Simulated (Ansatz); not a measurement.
All numbers below come from DFT PBE, scalar-relativistic, plane waves, PAW in Ansatz. Settings: cutoff 420 eV, Γ-centred meshes spaced at most about 0.3 Å⁻¹, and about 0.25 Å⁻¹ or finer for metals (2π included), Gaussian smearing. No spin polarisation in the final relaxations.

All energies are static (0 K, no zero-point motion). All come from trial cells, and lower structures may exist.

Question: Order these relaxed structures of ZrSn₂S₃ by energy, lowest first, with the energy over the lowest of them.
A. Space group R-3m (No. 166), trigonal, a = 7.020 Å, c = 10.124 Å. Zr has 6 S at 2.64 Å and 2 Sn at 3.44 Å; Sn is surrounded by 3 S at 2.68 Å, 1 Sn at 3.24 Å and 1 Zr at 3.44 Å; S has 2 Zr at 2.64 Å and 2 Sn at 2.68 Å.
B. Space group P4/mmm (No. 123), tetragonal, a = 3.354 Å, c = 10.923 Å. Zr is surrounded by 8 S at 2.78 Å, 4 Zr at 3.35 Å and 2 Sn at 3.72 Å; around Sn lie 4 S at 2.94 Å, 4 S at 3.29 Å, 5 Sn at 3.35–3.48 Å and 1 Zr at 3.72 Å; S on a site of symmetry 4mm is surrounded by 4 Zr at 2.78 Å, 1 S at 2.89 Å, 4 Sn at 3.29 Å and 4 S at 3.35 Å; S on a site of symmetry 4/mmm is surrounded by 8 Sn at 2.94 Å and 4 S at 3.35 Å.
C. Space group P-3m1 (No. 164), trigonal, a = 3.607 Å, c = 12.740 Å. Zr has 6 S at 2.58 Å; Sn has 3 S at 2.84 Å; around S on a site of symmetry 3m lie 3 Zr at 2.58 Å; around S on a site of symmetry -3m lie 6 Sn at 2.84 Å and 6 S at 3.61 Å.

Answer: C (0 meV/atom), B (183 meV/atom), A (222 meV/atom). Forms: C P-3m1; B Zr and Sn ordered on caesium chloride sites, P4/mmm; A R-3m. Counting S atoms around Sn and Zr (those within 1.25 times the shortest such distance or 1.15 times the sum of covalent radii; a plus sign parts nearer from farther groups; the shortest distance is added where it exceeds 1.18 times the sum of covalent radii): C has Zr 6, Sn 3; B has Zr 8, Sn 4+4 from 2.9 Å; A has Zr 6, Sn 3.

Weakly bound directions are ill-defined at this level, which has no dispersion term (P-3m1), and this can change margins and order among such cells. A magnetic state wasn't ruled out in cells without spin, among them R-3m. Cells relaxed within their symmetry can be saddle points. Some candidate types were left out of the draw beforehand, so a known form may be missing.
